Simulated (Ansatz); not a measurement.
TaTe (rock salt, Fm-3m), a = b = c = 5.622 Å, α = β = γ = 90.00°; the cell used has 2 atoms.

This is the PBEsol-relaxed structure.

**Question.** All from PBEsol in the plane-wave PAW code Ansatz, unless another level is named. Predict the bulk modulus (Birch–Murnaghan fit).

**Answer.** 118 GPa.

**Question.** Give the highest zone-centre frequency.

**Answer.** 117 cm⁻¹.

**Question.** Next, the elastic constants (relaxed ions, GPa)?

**Answer.** C11 = 258, C12 = 49.8, C44 = -36.6.

The start of the workflow was typed in or built on a structure type; neither database checked (COD, Materials Project) lists it. Whether it is the stable phase at ambient conditions was not checked. Symmetry was held in the PBEsol relaxation. At this level the phase is mechanically unstable. No spin polarisation was allowed. Its formation energy is positive at this level, so the cell may be metastable or incomplete. With an odd number of electrons in the cell and no spin polarisation, the count alone makes it a metal. As this level gives no gap, shear constants depend on the k-mesh and smearing (Fermi–Dirac, 0.1 eV here). As this level gives no gap, phonon frequencies hold no LO–TO term and depend on the k-mesh and smearing (Fermi–Dirac, 0.1 eV here). Spin–orbit coupling is left out wherever it is not named.

Potentials: the later of the program's two PAW sets.
